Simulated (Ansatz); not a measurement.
SnO: rigid cleavage

Theory: Ansatz 0.2.0, DFT PBE, scalar-relativistic, plane waves, PAW. Settings: plane waves to 420 eV, k-mesh 12×12×5 (Γ-centred), Gaussian smearing 0.15 eV. No spin polarisation. Energies are free energies at this smearing, counted from the undisturbed cell; pressure is positive in compression.

The starting cell (as given, not relaxed at this level; it stands at 4.2 GPa):

```
Sn O
1.0
    -3.80200    0.00000    0.00000
     0.00000   -3.80200    0.00000
     0.00000    0.00000    9.67200
Sn O
4 4
Direct
  0.00000 0.50000 0.86925
  0.00000 0.50000 0.36925
  0.50000 0.00000 0.13075
  0.50000 0.00000 0.63075
  0.00000 0.00000 0.75000
  0.00000 0.00000 0.25000
  0.50000 0.50000 0.75000
  0.50000 0.50000 0.25000
```

The cut lies on the cell's a–b face, a (0 0 1) plane (indices in the standard cell, whose axes needn't be the Cartesian ones shown) of area 14.46 Å², between layers 2.53 Å apart. Vector c is lengthened by d along the normal with the atoms' Cartesian places fixed: one unrelaxed cut a cell.

| d (Å) | energy (J/m²) |
| --- | --- |
| -0.30 | 0.10 |
| -0.15 | 0.03 |
| 0.00 | 0.00 |
| 0.25 | -0.02 |
| 0.50 | -0.01 |
| 0.75 | 0.01 |
| 1.00 | 0.04 |
| 1.50 | 0.08 |
| 2.00 | 0.10 |
| 3.00 | 0.12 |
| 4.50 | 0.13 |
| 6.00 | 0.13 |

Task: Predict the traction dE/dd (GPa) at each point.

Result:
| d (Å) | traction dE/dd (GPa) |
| --- | --- |
| -0.30 | -5.3 |
| -0.15 | -3.1 |
| 0.00 | -1.5 |
| 0.25 | 0.0 |
| 0.50 | 0.7 |
| 0.75 | 0.9 |
| 1.00 | 0.9 |
| 1.50 | 0.6 |
| 2.00 | 0.4 |
| 3.00 | 0.1 |
| 4.50 | 0.0 |
| 6.00 | 0.0 |

Cost: 12 runs of about 3.9 core-minutes in all, on Intel Xeon 6975P-C (Granite Rapids) (shared hosts).